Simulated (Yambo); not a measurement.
Yambo run on CsCaH3 (cubic perovskite, space group Pm-3m, No. 221). The wavefunctions come from this Quantum ESPRESSO step (PBEsol, PseudoDojo standard norm-conserving files, scalar-relativistic):

```
&CONTROL
  calculation = 'nscf'
  pseudo_dir = './pseudo'
  outdir = './out'
/
&SYSTEM
  ibrav = 0
  nat = 5
  ntyp = 3
  ecutwfc = 72.0
  ecutrho = 288.0
  occupations = 'fixed'
  force_symmorphic = .true.
  nbnd = 176
/
&ELECTRONS
  conv_thr = 5e-09
  diago_full_acc = .true.
  diago_thr_init = 1e-08
/
ATOMIC_SPECIES
H 1.0080 H.upf
Ca 40.0780 Ca.upf
Cs 132.9055 Cs.upf
CELL_PARAMETERS angstrom
  4.621190000000   0.000000000000   0.000000000000
  0.000000000000   4.621190000000   0.000000000000
  0.000000000000   0.000000000000   4.621190000000
ATOMIC_POSITIONS crystal
H   0.500000000000   0.000000000000   0.500000000000
H   0.000000000000   0.500000000000   0.500000000000
H   0.500000000000   0.500000000000   0.000000000000
Ca   0.500000000000   0.500000000000   0.500000000000
Cs   0.000000000000   0.000000000000   0.000000000000
K_POINTS automatic
4 4 4 0 0 0
```

Yambo input:

```
rim_cut
gw0
dyson
el_el_corr
HF_and_locXC
ppa
em1d
RandQpts= 1000000
RandGvec= 1 Ry
EXXRLvcs= 72 Ry
VXCRLvcs= 288 Ry
Chimod= "HARTREE"
% BndsRnXp
 1 | 175 |
%
NGsBlkXp= 8 Ry
% LongDrXp
 1.0 | 1.0 | 1.0 |
%
PPAPntXp= 27.2114 eV
% GbndRnge
 1 | 175 |
%
GTermKind= "BG"
DysSolver= "n"
ExtendOut
% QPkrange
 1 | 1 | 11 | 12 |
 3 | 3 | 11 | 12 |
 6 | 6 | 11 | 12 |
 10 | 10 | 11 | 12 |
%
```

k points by index: 1 = Γ, 3 = X, 6 = M, 10 = R.

Resulting energies as the program prints them:

```
#    K-point    Band    Eo [eV]    E [eV]    E-Eo [eV]    Vxc [eV]    Vnlxc [eV]    Sc|Eo [eV]    Sc|E [eV]    dSc/dw|Eo [eV]    Re(Z)    Im(Z)
#
    1    11    -0.640567    -2.124455    -1.483888    -10.44547    -13.92260    1.604208    1.993244    -7.133348    0.792298    -0.001740
    1    12    5.537298    7.265808    1.728510    -12.59272    -5.802157    -4.663494    -5.062057    -6.273452    0.812643    -0.001986
    3    11    -0.375803    -1.834444    -1.458641    -10.79700    -14.22103    1.582022    1.965390    -7.151124    0.791888    -0.001653
    3    12    4.813337    5.438024    0.624686    -7.552163    -3.312142    -3.495751    -3.615335    -5.207972    0.839354    -0.001253
    6    11    0.000000    -1.596494    -1.596494    -10.75673    -14.30321    1.545181    1.949984    -6.899055    0.797741    -0.001563
    6    12    2.954478    3.805523    0.851045    -8.556265    -4.019515    -3.520411    -3.685705    -5.284299    0.837383    -0.001259
    10    11    -0.588018    -2.211702    -1.623685    -10.08545    -13.80786    1.679697    2.098725    -7.021836    0.794879    -0.001683
    10    12    4.606473    5.964165    1.357692    -11.14318    -5.339252    -4.150209    -4.446235    -5.932310    0.821010    -0.001453
```
(The two width columns are left out.) Convergence of these settings isn't established.

Geometry of the Materials Project entry, not relaxed at this level.

The structure is a Materials Project entry; no match was found in the copy of COD used, and its stability was not checked.
